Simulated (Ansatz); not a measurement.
Consider the following.

CuI:
```
CELL_PARAMETERS angstrom
      7.83261     0.00000     0.00000
     -3.91630     6.78324     0.00000
      0.00000     0.00000     4.85317
ATOMIC_POSITIONS crystal
  Cu 0.85158 0.00000 0.66667
  Cu 0.00000 0.85158 0.33333
  Cu 0.14842 0.14842 0.00000
  I  0.34053 0.00000 0.16667
  I  0.00000 0.34053 0.83333
  I  0.65947 0.65947 0.50000
```

This is the PBE-relaxed structure.

Q: All from PBE in the plane-wave PAW code Ansatz, unless another level is named. Estimate the formation energy from the elements (no fitted shifts).

A: -74 meV/atom.

Q: Next, the band gap?

A: 2.66 eV (smallest direct gap 2.67 eV).

Q: What about the electron effective mass?

A: 0.76, 0.76, 1.1 mₑ (principal values).

Q: And the conduction-band minimum?

A: at Γ.

Space group P3_221. The cell is a constructed one: a structure type filled with these elements; neither database checked (COD, Materials Project) lists it. It is not the phase usual at ambient conditions (space group No. 216). The cell was relaxed with PBE under the symmetry of its start; its stability against distortions is not shown here. The run is not spin-polarised. The references are the lowest solids computed at this level, not always the standard phases. Scalar-relativistic: spin–orbit coupling is off unless named, which matters more the heavier the elements.

Potentials: the later of the program's two PAW sets.
